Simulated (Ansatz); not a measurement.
All-electron LAPW in Ansatz 0.2.0 under PBE, scalar-relativistic, energies extrapolated to zero smearing. Slabs are 1×1 cells cut from bulk crystals relaxed on PAW files, with atoms then relaxed, 16 to 20 Å of vacuum, a dipole correction, k spacings of 0.16 to 0.26 Å⁻¹ and smearing of 0.02 to 0.1 eV, without spin–orbit coupling or spin polarisation. The bulk type named needn't be the stable one, and no reconstruction is allowed.

```tsv
slab	area (Å²)	γ (J/m²)	Φ (eV)	Δd12 (%)
CsCl AlRu (110), 3 layers	12.76	2.22	4.71	-1.3
CsCl AlRu (110), 2 layers	12.76	2.36	4.70	-1.3
CsCl AlRu (110), 1 layer	12.76	?	?	–
CsCl AlRu (110), 4 layers	12.76	2.22	4.70	-0.6
```

**Question.** What belongs in the row "CsCl AlRu (110), 1 layer", column "Φ (eV)"?

**Answer.** 5.14.

**Question.** Fill in "γ (J/m²)" for the row "CsCl AlRu (110), 1 layer".

**Answer.** 2.37.
